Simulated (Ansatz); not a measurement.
**Ag₂P₂PbO₇ — ¹⁷O NMR of the central transition**

Cell: a structure deposited in the COD, its atoms then relaxed with PBE in this cell.

```cif
data_Ag2P2PbO7
_symmetry_space_group_name_H-M 'P-1'
_symmetry_Int_Tables_number 2
_cell_length_a 5.5020
_cell_length_b 7.0080
_cell_length_c 10.0180
_cell_angle_alpha 106.630
_cell_angle_beta 93.890
_cell_angle_gamma 110.680
loop_
_atom_site_label
_atom_site_type_symbol
_atom_site_symmetry_multiplicity
_atom_site_Wyckoff_symbol
_atom_site_fract_x
_atom_site_fract_y
_atom_site_fract_z
Ag1 Ag 2 i 0.0876 0.7674 0.0239
Ag3 Ag 2 i 0.6636 0.8991 0.1998
P5 P 2 i 0.5090 0.6332 0.8363
P7 P 2 i 0.7330 0.8482 0.6331
Pb Pb 2 i 0.1425 0.6322 0.3727
O11 O 2 i 0.9750 0.7925 0.6583
O13 O 2 i 0.6280 0.4589 0.8122
O15 O 2 i 0.6855 0.8411 0.9557
O17 O 2 i 0.6245 0.8001 0.4783
O19 O 2 i 0.4927 0.6904 0.6887
O21 O 2 i 0.2168 0.5430 0.8501
O23 O 2 i 0.7806 0.0825 0.7257
```

One atom of each set is listed.

Computed with Ansatz: DFT, PBE, plane waves and PAW, scalar-relativistic, 420 eV cutoff, Γ-centred 5×4×3 k-points, Fermi–Dirac smearing 0.02 eV.

¹⁷O has I = 5/2 and Q = -25.58 mb (Pyykkö 2018); at 18.8 T its Larmor frequency is ν₀ = 108.6 MHz. Only the quadrupole interaction is simulated: positions count from each site's isotropic chemical shift, and J coupling is left out, as are shift anisotropy and dipolar coupling, which fast spinning averages.

Simulated pattern of one O site (fast magic-angle spinning, Gaussian broadening 0.5 kHz):

offset (kHz), height and a bar:
```
   -9.334          0 
   -9.023          2 #
   -8.712          7 ##
   -8.401          9 ###
   -8.090          9 ###
   -7.779         10 ###
   -7.468         13 ####
   -7.157         22 #######
   -6.846         29 #########
   -6.535         31 #########
   -6.224         33 ##########
   -5.913         36 ###########
   -5.602         40 ############
   -5.291         50 ###############
   -4.980         79 ########################
   -4.669        100 ##############################
   -4.358         86 ##########################
   -4.047         77 #######################
   -3.736         76 #######################
   -3.425         82 #########################
   -3.114         93 ############################
   -2.803         91 ###########################
   -2.492         74 ######################
   -2.181         63 ###################
   -1.870         56 #################
   -1.559         51 ###############
   -1.248         48 ##############
   -0.937         45 #############
   -0.626         41 ############
   -0.315         27 ########
   -0.004          7 ##
    0.307          0
```

Question: Which |C_Q| and η does the pattern imply?

Answer: The pattern spans 8.66 kHz before broadening and its centre of gravity is at -3.73 kHz, which fixes P_Q; the places of the horns and steps fix η. That gives P_Q = 8.22 MHz, |C_Q| = 7.81 MHz and η = 0.57, the values that the calculation gives site O19 (2 P at 1.64 Å, angle 128°; also 1 Ag at 3.21 Å, 1 Pb at 3.32 Å). The other sites have |C_Q| = 4.73, 5.38, 5.26, 5.13, 5.15, 5.07 MHz. The sign of C_Q can't be read from the pattern.

At O19 V_zz runs parallel to the line that joins its two neighbours (within 1°).

The relaxation (7 steps) took 2.7 min of wall time (11 min of CPU time) and 1.9 GiB at its peak, on 4 threads of Arm Neoverse V2 (aarch64; 8 cores open to the job, memory cap 8.0 GiB, no GPU), a shared host with a load of 0.8 a core.
